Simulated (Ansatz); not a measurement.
HgTe in space group P3_121 (No. 152; Hg on 3a, Te on 3b), r²SCAN in the plane-wave PAW code Ansatz. The conduction-band minimum lies at Γ, with 1 equivalent valley. Second derivatives d²E/dk² of the lowest band at one valley (eV·Å²), along Cartesian directions:

| direction | d²E/dk² |
|---|---|
| [100] | 11.90 |
| [010] | 11.90 |
| [001] | 29.08 |
| [110] | 11.90 |
| [101] | 20.50 |
| [011] | 20.50 |

Find the principal effective masses, the density-of-states mass and the conductivity mass.

Off-diagonal terms follow from H_xy = H[110] − (H_xx + H_yy)/2, and m*/mₑ = 7.620 eV·Å² over each eigenvalue: 0.26, 0.64, 0.64. One valley's DOS mass (m₁m₂m₃)^(1/3) = 0.48, conductivity mass 3/(Σ 1/mᵢ) = 0.43 mₑ.

What effective density of states Nc follows at 300 K for parabolic valleys?

Nc = 2.509e19 × 1 × (0.48)^(3/2) ≈ 8.3e18 cm⁻³.

The workflow started from a Materials Project entry (that database holds measured and hypothetical structures alike); the Crystallography Open Database copy checked does not list it. It is not the phase usual at ambient conditions (space group No. 216). Symmetry was held in the r²SCAN relaxation; its stability against distortions is not shown here. Scalar-relativistic: spin–orbit coupling is off unless named, which matters more the heavier the elements.

Potentials: the later of the program's two PAW sets.

Edges and masses are those of Kohn–Sham bands, whose gap is no quasiparticle gap.
